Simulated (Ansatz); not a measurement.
The elements of this relaxed trial crystal are hidden behind letters.

```
lattice vectors (Å)
  -1.6426    2.4523    4.2236
   1.6426   -2.4523    4.2236
   1.6426    2.4523   -4.2236
fractional positions
X 0.0000 0.0000 0.0000
Z 0.3117 0.8117 0.5000
Z 0.6883 0.1883 0.5000
Q 0.6487 0.5000 0.1487
Q 0.3513 0.5000 0.8513
```

The calculation used Ansatz, DFT PBE, scalar-relativistic, plane waves, PAW. Cutoff 420 eV, Γ-centred 14×14×14 mesh (5-atom cell), Gaussian smearing of 0.10 eV, no spin polarisation.

```
Space group                                 : Immm (No. 71)
Conventional cell                           : a = 3.285 Å, b = 4.905 Å, c = 8.447 Å
Volume per atom                             : 13.61 Å³
Density                                     : 3.37 g/cm³
Formation energy                            : −0.05 eV/atom
Gap on the 14×14×14 mesh of the 5-atom cell : 0 eV (a metal)
```

Energies are uncorrected and count from the elements' standard states at the same level.

Task: X is an s-block element of period 3, Z is a d-block element of period 4 and Q is a p-block element of period 2. Which elements are they?

Result: X = Mg, Z = Sc, Q = C, so the formula is MgSc2C2. Density times volume gives a mean mass of 3.37 × 13.61/1.6605 = 27.6 u per atom, and this set has 27.6 u. Among the elements that the hints allow, noble gases aside, only these give it. Mg is surrounded by 4 C at 2.38 Å, 4 Sc at 2.92 Å and 4 Sc at 3.10 Å; Sc has 4 C at 2.40 Å, 2 Mg at 2.92 Å and 2 Mg at 3.10 Å; C has 1 C at 1.46 Å, 2 Mg at 2.38 Å and 4 Sc at 2.40 Å.

A structure relaxed within its symmetry needn't be a true minimum. Another cell of MgSc2C2 relaxed alike, in P-3m1, lies 70 meV/atom lower, so this cell isn't the stable form at this level.
